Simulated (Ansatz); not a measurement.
Consider the following.

BAs:
```
CELL_PARAMETERS angstrom
      3.42907     0.00000     0.00000
     -1.71454     2.96966     0.00000
      0.00000     0.00000     7.40285
ATOMIC_POSITIONS crystal
  B  0.50000 0.00000 0.50000
  B  0.00000 0.50000 0.16667
  B  0.50000 0.50000 0.83333
  As 0.50000 0.00000 0.00000
  As 0.00000 0.50000 0.66667
  As 0.50000 0.50000 0.33333
```

This is the PBEsol-relaxed structure.

Q: All from plane-wave PAW PBEsol (Ansatz code), unless another level is named. Give the Poisson's ratio.

A: 0.12.

Q: And the highest zone-centre frequency (without LO–TO term)?

A: 664 cm^-1.

Space group P6_222. The start of the workflow was typed in or built on a structure type; neither database checked (COD, Materials Project) lists it. It is not the phase usual at ambient conditions (space group No. 216). The PBEsol relaxation kept the symmetry of its start; of distortions, only those at the zone centre were tested. Its formation energy is positive at this level, so the cell may be metastable or incomplete.

Potentials: the later of the program's two PAW sets.
